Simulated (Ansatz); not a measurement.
Starting cell, As (A7 type, space group R-3m):

```
As
1.0
    1.89202     1.09236     3.36884
   -1.89202     1.09236     3.36884
    0.00000    -2.18472     3.36884
As
2
Direct
  0.23031   0.23031   0.23031
  0.76969   0.76969   0.76969
```

In this cell atom 2 (As, nearest neighbour As at 2.535 Å; its periodic images, 3.8 Å or more away, move with it) is moved by s along Cartesian z, unit vector (0.000, 0.000, 1.000); all other atoms and the cell stay fixed.

Level of theory: PBE-D3(BJ) (plane waves to 420 eV, PAW, scalar-relativistic; Ansatz, a first-principles code). k mesh 9×9×9 (Γ-centred), Fermi-Dirac smearing 0.05 eV. The energy includes the smearing's −TS. With partly filled bands, energies and forces of such displacements shift with the k mesh and the smearing. As was relaxed with its symmetry unable to fall. The PAW data are Ansatz's earlier set. ΔE is measured from the undisplaced structure. The last digit holds for this mesh only.

| s (Å) | ΔE (meV/cell) |
|---|---|
| -0.250 | 167.3 |
| -0.200 | 120.5 |
| -0.150 | 75.3 |
| -0.100 | 36.9 |
| -0.050 | 10.3 |
| 0.000 | 0.0 |
| 0.050 | 9.4 |
| 0.100 | 40.2 |
| 0.150 | withheld |
| 0.200 | 169.5 |
| 0.250 | 268.0 |

Question: Fit a polynomial form (powers 2, 3, 4) to the given rows and predict ΔE at s = 0.150.

Answer: Least squares on the 10 given rows: ΔE = (3928)·s² + (3177)·s³ + (-7178)·s⁴, in meV/cell with s in Å; root-mean-square residual 1.06 meV/cell. At 0.150 the fit gives 95.5 meV/cell; the calculation gives 93.5 meV/cell, so the interpolation is off by 2.0 (+2.1 %). The quadratic term alone would give 88.4 meV/cell.

(A displaced cell: forces are minus the slopes of the energy, force constants its curvatures, and phonons follow from these.)
